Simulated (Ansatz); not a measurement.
SrAg$_{5}$ in space group P6/mmm (No. 191; Ag on 3g, Sr on 1a, Ag on 2c) at seven volumes, DFT-r²SCAN in the program Ansatz with PAW potentials, shape and atoms relaxed at each. One row is withheld.

| V (Å³/atom) | P (GPa) |
|---|---|
| 19.686 | 8.23 |
| 20.335 | 4.94 |
| 20.984 | ? |
| 21.633 | 0.00 |
| 22.282 | -1.84 |
| 22.931 | -3.41 |
| 23.580 | -4.71 |

**Question.** Fit the shown pressures and predict the withheld one.

**Answer.** Third-order Birch–Murnaghan: P = (3/2)B₀(x^(7/2) − x^(5/2))[1 + (3/4)(B′ − 4)(x − 1)] with x = (V₀/V)^(2/3). Least squares on the six rows gives V₀ = 21.635 Å³/atom, B₀ = 68.17 GPa, B′ = 5.17. At V = 20.984, x = 1.0206 and P = 2.25 GPa. The run itself gave 2.21 GPa.

The workflow started from an entry of the Crystallography Open Database (COD). Whether it is the stable phase at ambient conditions was not checked. Symmetry was held in the r²SCAN relaxation; its stability against distortions is not shown here. No spin polarisation was allowed.

Potentials: the later of the program's two PAW sets.
